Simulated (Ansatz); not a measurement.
Os (hcp, Mg type)

```
Os
1.0
    5.47669     0.00000     0.00000
   -1.36917     2.37148     0.00000
    0.00000     0.00000     4.31593
Os
4
Cartesian
  0.00000   1.58099   3.23695
  2.73835   1.58099   3.23695
  1.36917   0.79049   1.07898
  4.10752   0.79049   1.07898
```

Scan: atom 1 (Os, nearest neighbour Os at 2.675 Å; its periodic images, 2.7 Å or more away, move with it) is displaced along Cartesian [110], direction (0.707, 0.707, 0.000) in Cartesian axes, by s. The other atoms stay.

Computed with r2SCAN (plane waves to 500 eV, PAW, scalar-relativistic; Ansatz, a program for electronic structure). k mesh 8×16×9 (Γ-centred), Fermi-Dirac smearing 0.05 eV. Compression counts positive. With partly filled bands, energies and forces of such displacements shift with the k mesh and the smearing. F∥ is the force on the atom along that direction. Os is run without spin polarisation. Os was relaxed with its symmetry unable to fall. Spin-orbit coupling is left out, though Os is heavy. 

| s (Å) | F∥ (eV/Å) | P (GPa) |
|---|---|---|
| -0.540 | 14.201 | (withheld) |
| -0.432 | 9.793 | 20.4 |
| -0.324 | (withheld) | 11.0 |
| -0.216 | 3.615 | 4.8 |
| -0.108 | 1.713 | 1.1 |
| 0.000 | 0.000 | -0.1 |
| 0.108 | -1.704 | 1.1 |
| 0.216 | -3.653 | 4.6 |
| 0.324 | -6.098 | 10.5 |
| 0.432 | -8.987 | (withheld) |
| 0.540 | -12.433 | 30.5 |

Question: Fill in the missing entries.

Answer: 
- -0.540, P (GPa): 33.1
- -0.324, F∥ (eV/Å): 6.290
- 0.432, P (GPa): 19.1

(A displaced cell: forces are minus the slopes of the energy, force constants its curvatures, and phonons follow from these.)
